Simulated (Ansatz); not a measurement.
A trial cell of Si3P4, before relaxation:

```
CELL_PARAMETERS angstrom
-3.98281 3.98281 3.98281
3.98281 -3.98281 3.98281
3.98281 3.98281 -3.98281
ATOMIC_POSITIONS crystal
Si 0.25000 0.12500 0.87500
Si 0.87500 0.25000 0.12500
Si 0.75000 0.37500 0.62500
Si 0.62500 0.75000 0.37500
Si 0.12500 0.87500 0.25000
Si 0.37500 0.62500 0.75000
P 0.55520 0.55520 0.55520
P 0.44480 0.50000 0.00000
P 0.50000 0.00000 0.94480
P 0.00000 0.44480 0.50000
P 0.94480 0.50000 0.00000
P 0.05520 0.05520 0.05520
P 0.00000 0.94480 0.50000
P 0.50000 0.00000 0.44480
```

All numbers below come from Ansatz, DFT PBE, scalar-relativistic, plane waves, PAW. Cutoff 420 eV, Gaussian smearing, Γ-centred meshes. Cell and atoms relax first on a coarse mesh and then on a finer one. In between, the cell is made exact in the group found at 0.06 Å. In metals the finer mesh still leaves noise of several meV/atom or more. The steps can't lower the symmetry of their start. No spin polarisation.

A guess keeps its type if space group and coordination stay and the shape of the cell changes little (axis ratios within about 15 %, angles within 6°); the volume may change.

Question: Does it keep its structure type, or change into something else?

Answer: It keeps its type. The symmetry stays I-43d (No. 220). The volume per atom grows by 4.5 %, from 18.1 to 18.9 Å³. The shortest distance goes from 2.16 Å (Si–P) to 2.28 Å (Si–P). Counting neighbours within 15 % of an atom's shortest distance, the start has P 3, Si 4 and the end P 3, Si 4.

The last run used an 8×8×8 mesh for its 14-atom cell and Gaussian smearing of 0.10 eV. A structure relaxed within its symmetry needn't be a true minimum.
